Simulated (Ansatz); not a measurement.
MgO:
Space group P6₃mc (No. 186); a = 3.3027 Å, b = 3.3027 Å, c = 5.0207 Å, α = 90.00°, β = 90.00°, γ = 120.00°

```csv
atom,site,symmetry,x,y,z
Mg,2b,3m.,0.3333,0.6667,0.0037
O,2b,3m.,0.3333,0.6667,0.4009
```

Relaxed with PBEsol. 

HSE06 on this cell (Ansatz, a quantum-chemistry and plane-wave program, PAW) gives a gap of 5.09 eV. What does PBEsol give?

3.36 eV.

Cost on shared cores: the PBEsol run (SCF on a 10×10×6 mesh, then bands and DOS) around 23 core-seconds (rough), the HSE06 run (SCF on 7×7×4, then a few points) about 110 core-seconds (a rough figure); the tasks are unlike.

Space group P6_3mc (wurtzite). The first step of the workflow began from a Materials Project structure, measured or hypothetical; the Crystallography Open Database copy checked does not list it. It is not the phase usual at ambient conditions (space group No. 225). Symmetry was held in the PBEsol relaxation; phonons on a q-mesh show no instability.

Potentials: the later of the program's two PAW sets.

Ansatz is a plane-wave DFT program.
